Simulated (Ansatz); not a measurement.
Data:

GaMo$_{3}$N:
```cif
data_GaMo3N
_chemical_formula_sum 'Ga1 Mo3 N1'
_space_group_name_H-M_alt 'P 1'
_space_group_IT_number 1
_cell_length_a 4.08522
_cell_length_b 4.08522
_cell_length_c 4.08522
_cell_angle_alpha 90.000
_cell_angle_beta 90.000
_cell_angle_gamma 90.000
loop_
_space_group_symop_operation_xyz
  'x, y, z'
loop_
_atom_site_label
_atom_site_type_symbol
_atom_site_fract_x
_atom_site_fract_y
_atom_site_fract_z
_atom_site_occupancy
Ga1 Ga 0.00000 0.00000 0.00000 1
Mo1 Mo 0.00000 0.50000 0.50000 1
Mo2 Mo 0.50000 0.00000 0.50000 1
Mo3 Mo 0.50000 0.50000 0.00000 1
N1 N 0.50000 0.50000 0.50000 1
```

This is the r²SCAN-relaxed structure.

**Question.** All from the program Ansatz at the r²SCAN level (PAW), unless another level is named. Give the Young's modulus.

**Answer.** 313 GPa.

**Question.** Next, the elastic constants (relaxed ions, GPa)?

**Answer.** C11 = 517, C12 = 130, C44 = 87.1.

Space group Pm-3m (anti-perovskite). The start of the workflow was typed in or built on a structure type; neither database checked (COD, Materials Project) lists it. Whether it is the stable phase at ambient conditions was not checked. Symmetry was held in the r²SCAN relaxation; whether a distortion lowers the energy is not shown. The workflow began spin-polarised and lost its moments. As this level gives no gap, shear constants depend on the k-mesh and smearing (Fermi–Dirac, 0.1 eV here).

Potentials: the later of the program's two PAW sets.
